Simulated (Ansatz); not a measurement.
LiNbO3:
Space group R-3, hexagonal axes (No. 148); a = b = 5.195 Å, c = 14.180 Å, α = β = 90.00°, γ = 120.00°

```csv
atom,site,symmetry,x,y,z
Li,6c,3.,0.0000,0.0000,0.3568
Nb,6c,3.,0.0000,0.0000,0.1444
O,18f,1,0.3501,0.0457,0.0888
```
(The calculation used a cell of 10 atoms; values per cell refer to that cell.)

Relaxed with PBEsol. PBEsol in the plane-wave PAW code Ansatz gives a gap of 3.97 eV.

What gap does HSE06 give on the same cell (Ansatz, PAW)?

5.50 eV, 1.54 eV more. The hybrid was solved on a coarser mesh and at special points; its gap is the smallest among all of these.

```json
[
 {"k": "Γ", "v1 PBEsol": "-0.22", "c1 PBEsol": "4.42", "v1 HSE06": "(withheld)", "c1 HSE06": "(withheld)"},
 {"k": "T", "v1 PBEsol": "-0.34", "c1 PBEsol": "4.37", "v1 HSE06": "(withheld)", "c1 HSE06": "(withheld)"},
 {"k": "L", "v1 PBEsol": "-0.14", "c1 PBEsol": "4.00", "v1 HSE06": "(withheld)", "c1 HSE06": "(withheld)"},
 {"k": "F", "v1 PBEsol": "-0.06", "c1 PBEsol": "3.98", "v1 HSE06": "-0.07", "c1 HSE06": "5.52"},
 {"k": "S0", "v1 PBEsol": "-0.27", "c1 PBEsol": "4.03", "v1 HSE06": "(withheld)", "c1 HSE06": "(withheld)"},
 {"k": "H0", "v1 PBEsol": "-0.25", "c1 PBEsol": "4.07", "v1 HSE06": "-0.26", "c1 HSE06": "5.60"}
]
```

Top valence (v1) and lowest conduction level (c1) in eV from each method's valence maximum (which need not be a listed point): supply the withheld HSE06 values.


- T, v1 HSE06: -0.36
- T, c1 HSE06: 5.95
- S0, v1 HSE06: -0.28
- S0, c1 HSE06: 5.56
- Γ, v1 HSE06: -0.24
- Γ, c1 HSE06: 6.02
- L, v1 HSE06: -0.16
- L, c1 HSE06: 5.54

Cost on shared cores: the PBEsol run (SCF on a 7×7×7 mesh, then bands and DOS) about 2.4 core-minutes (a rough figure), the HSE06 run (SCF on 4×4×4, then a few points) around 6 core-minutes (rough); the tasks are unlike.

The first step of the workflow began from a Materials Project structure, measured or hypothetical; the Crystallography Open Database files this formula in space group No. 148, but the cells were not matched. It is not the phase usual at ambient conditions (space group No. 161). The PBEsol relaxation kept the symmetry of its start; whether a distortion lowers the energy is not shown. No spin polarisation was allowed. Scalar-relativistic: spin–orbit coupling is off unless named, which matters more the heavier the elements.

Potentials: the earlier of the program's two PAW sets.
